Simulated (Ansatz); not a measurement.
BeS (wurtzite, P6_3mc), PBEsol (plane waves, PAW; program Ansatz). The conduction-band minimum lies at K, with 2 equivalent valleys. Second derivatives d²E/dk² of the lowest band at one valley (eV·Å²), along Cartesian directions:

| direction | d²E/dk² |
|---|---|
| [100] | 15.00 |
| [010] | 15.00 |
| [001] | 25.38 |
| [110] | 15.00 |
| [101] | 20.19 |
| [011] | 20.19 |

Task: Find the principal effective masses, the density-of-states mass and the conductivity mass.

Result: Off-diagonal terms follow from H_xy = H[110] − (H_xx + H_yy)/2, and m*/mₑ = 7.620 eV·Å² over each eigenvalue: 0.30, 0.51, 0.51. One valley's DOS mass (m₁m₂m₃)^(1/3) = 0.43, conductivity mass 3/(Σ 1/mᵢ) = 0.41 mₑ.

Task: What effective density of states Nc follows at 300 K for parabolic valleys?

Result: Nc = 2.509e19 × 2 × (0.43)^(3/2) ≈ 1.4e19 cm⁻³.

Task: With the computed static dielectric constant 7.20 (mean of the diagonal), estimate a hydrogenic donor's binding energy and radius.

Result: E = 13.606 eV × 0.41/7.20² ≈ 110 meV; a = 0.529 Å × ε/m* ≈ 9.3 Å. Semilocal masses tend to be too small where the gap is.

The start of the workflow was typed in or built on a structure type; neither database checked (COD, Materials Project) lists it. COD files the formula under space group No. 216, so this cell is another polymorph or a model. Whether it is the stable phase at ambient conditions was not checked. The cell was relaxed with PBEsol under the symmetry of its start; phonons on a q-mesh show no instability.

Potentials: the later of the program's two PAW sets.
